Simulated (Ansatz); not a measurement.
Here is the system:

LaAu$_{2}$:
```xyz
6
Lattice="-2.3625 3.7073 4.1505 2.3625 -3.7073 4.1505 2.3625 3.7073 -4.1505" Properties=species:S:1:pos:R:3 pbc="T T T"
La     2.3625     1.8536    -0.0801
La     0.0000     1.8536     4.2306
Au     2.3625     0.0744     2.7772
Au     0.0000     3.6329     1.3733
Au     2.3625     3.6329     2.7772
Au     0.0000     0.0744     1.3733
```

This is the r²SCAN-relaxed structure.

Task: All from r²SCAN (plane waves, PAW; program Ansatz), unless another level is named. Predict the formation energy from the elements (no fitted shifts).

Result: -0.89 eV/atom.

Task: What about the density of states at the Fermi level?

Result: 0.73 states/eV per atom (mean over ±0.08 eV).

Space group Imma. The workflow started from a Materials Project entry (that database holds measured and hypothetical structures alike); the Crystallography Open Database copy checked does not list it. Whether it is the stable phase at ambient conditions was not checked. The r²SCAN relaxation kept the symmetry of its start; whether a distortion lowers the energy is not shown. The references are the lowest solids computed at this level, not always the standard phases. Spin–orbit coupling is left out wherever it is not named.

Potentials: the later of the program's two PAW sets.
